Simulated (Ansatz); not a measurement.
Data:

CdSe:
```yaml
crystal:
  lattice:
    - [0.00000, 3.09813, 3.09813]
    - [3.09813, 0.00000, 3.09813]
    - [3.09813, 3.09813, 0.00000]
  atoms:
    - { symbol: Se, position: [0.75000, 0.75000, 0.75000] }
    - { symbol: Cd, position: [0.00000, 0.00000, 0.00000] }
```

This is the PBE-relaxed structure. Cartesian axes are those of the cell as given.

Q: All from PBE (plane waves, PAW; program Ansatz), unless another level is named. Predict the vibrational entropy at 300 K.

A: 44.3 J/(K·mol of atoms).

Q: Next, the piezoelectric stress constants (proper, relaxed ions, C/m²)?

A: e14 = e25 = e36 = -0.05.

Q: Next, the elastic constants (relaxed ions, GPa)?

A: C11 = 56.5, C12 = 38.9, C44 = 21.7.

Space group F-43m (zinc blende). The cell was relaxed with PBE under the symmetry of its start; phonons on a q-mesh show no instability.

Potentials: the later of the program's two PAW sets.
